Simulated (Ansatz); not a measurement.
The elements of this relaxed trial crystal are hidden behind letters.

```
lattice vectors (Å)
   3.7365    0.0000    0.0000
   0.0000    3.7365    0.0000
   0.0000    0.0000    4.9618
fractional positions
X 0.5000 0.0000 0.9034
X 0.0000 0.5000 0.0966
Z 0.0000 0.0000 0.5000
```

Method: Ansatz 0.2.0, DFT PBE, scalar-relativistic, plane waves, PAW. The final run on the 3-atom cell used 420 eV, a Γ-centred 12×12×10 mesh, 0.10 eV smearing and no spin polarisation.

- Space group: P-4m2 (No. 115)
- Conventional cell: a = 3.737 Å, c = 4.962 Å
- Volume per atom: 23.09 Å³
- Density: 5.48 g/cm³
- Formation energy: +0.29 eV/atom
- Gap on the 12×12×10 mesh of the 3-atom cell: 0 eV (a metal)

Energies are uncorrected and count from the elements' standard states at the same level.

Question: X is a p-block element of period 4 and Z is a p-block element of period 4. Which elements are they?

Answer: X = As, Z = Se, so the formula is As2Se. Density times volume gives a mean mass of 5.48 × 23.09/1.6605 = 76.2 u per atom, and this set has 76.3 u. As has 2 Se at 2.74 Å and 4 As at 2.81 Å; Se has 4 As at 2.74 Å. Other sets within the hints have nearly the same mass, so mass alone doesn't settle it; this one was computed.

A structure relaxed within its symmetry needn't be a true minimum.
